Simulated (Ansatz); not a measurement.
**BaB2Ir2, a database entry at a rescaled volume**

```yaml
crystal:
  lattice:
    - [-1.95834, 1.95834, 5.67696]
    - [1.95834, -1.95834, 5.67696]
    - [1.95834, 1.95834, -5.67696]
  atoms:
    - { symbol: Ir, position: [0.75000, 0.25000, 0.50000] }
    - { symbol: Ir, position: [0.25000, 0.75000, 0.50000] }
    - { symbol: B, position: [0.37500, 0.37500, 0.00000] }
    - { symbol: B, position: [0.62500, 0.62500, 0.00000] }
    - { symbol: Ba, position: [0.00000, 0.00000, 0.00000] }
```

Method: r2SCAN, no spin polarisation; PAW, plane waves to 500 eV, 11×11×11 Γ-centred mesh, fermi-dirac occupations (width 0.1 eV) (Ansatz 0.2.0), atoms fixed.

Problem. What happens at the Fermi level?

Solution. It is a metal, with about 3.1 states/eV a cell as the mean within 0.25 eV of the Fermi level, mostly Ir d (59 %) and B p (23 %).

Problem. What is the formation energy?

Solution. 0.08 eV an atom against the elements' usual phases (free molecules for gases, crystals otherwise, with no correction for O₂ or N₂), so at this geometry it isn't bound against them. Relaxing would lower it.

Problem. Which element gives electrons and which takes them?

Solution. Bader charges in e: Ba +1.30, B -0.25, Ir -0.40. In the mean Ba gives up most and Ir takes most.

Problem. What do density and ELF say about some of the short contacts?

Solution. Ir–B at 2.42 Å: least valence density 0.45 e/Å³ and ELF 0.56 there. Ir–Ir at 2.77 Å: least valence density 0.41 e/Å³ and ELF 0.36 there. B–B at 2.84 Å: least valence density 0.20 e/Å³ and ELF 0.73 there. Both are smooth PAW fields, read partly inside the augmentation spheres.

Origin: a database entry at a rescaled volume. Caveats: many states at the Fermi level without spin polarisation, so a magnetic state may lie lower; forces this large suggest misplaced atoms in the database entry; atoms or cell far from equilibrium.
